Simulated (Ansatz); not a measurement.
TePt: axial (c/a) deformation path

These are results of DFT r2SCAN, scalar-relativistic, plane waves, PAW in Ansatz, not measurements. Cutoff 500 eV, Γ-centred 18×18×10 k-points, Gaussian smearing of 0.15 eV. Spin–orbit coupling is left out, which can shift energies with elements as heavy as these. No spin polarisation. Energies are free energies at this smearing, counted from the undisturbed cell; pressure is positive in compression.

The starting cell (as given, not relaxed at this level; it stands at 15.4 GPa, and it needn't be the usual structure):

```yaml
crystal:
  lattice:
    - [4.11100, 0.00000, 0.00000]
    - [-2.05550, 3.56023, 0.00000]
    - [0.00000, 0.00000, 5.44600]
  atoms:
    - { symbol: Te, position: [0.33333, 0.66667, 0.25000] }
    - { symbol: Te, position: [0.66667, 0.33333, 0.75000] }
    - { symbol: Pt, position: [0.00000, 0.00000, 0.00000] }
    - { symbol: Pt, position: [0.00000, 0.00000, 0.50000] }
```

At fixed volume and fractional coordinates, lengths along (0.000, 0.000, 1.000) are scaled against those across it; ρ is that ratio over its starting value. The cell is metallic on the mesh throughout. At 15 GPa the given cell is far from its own equilibrium, so these figures belong to a strongly strained crystal.

| ρ | ΔE (meV/atom) | pressure (GPa) |
| --- | --- | --- |
| 0.850 | 239.0 | 21.1 |
| 0.920 | ? | ? |
| 0.960 | 12.9 | 15.9 |
| 1.000 | 0.0 | 15.4 |
| 1.100 | 31.6 | 15.4 |
| 1.200 | 96.1 | 15.7 |

Task: Give the withheld values.

Result: ΔE (meV/atom) at ρ = 0.920: 54.9; pressure (GPa) at ρ = 0.920: 17.0.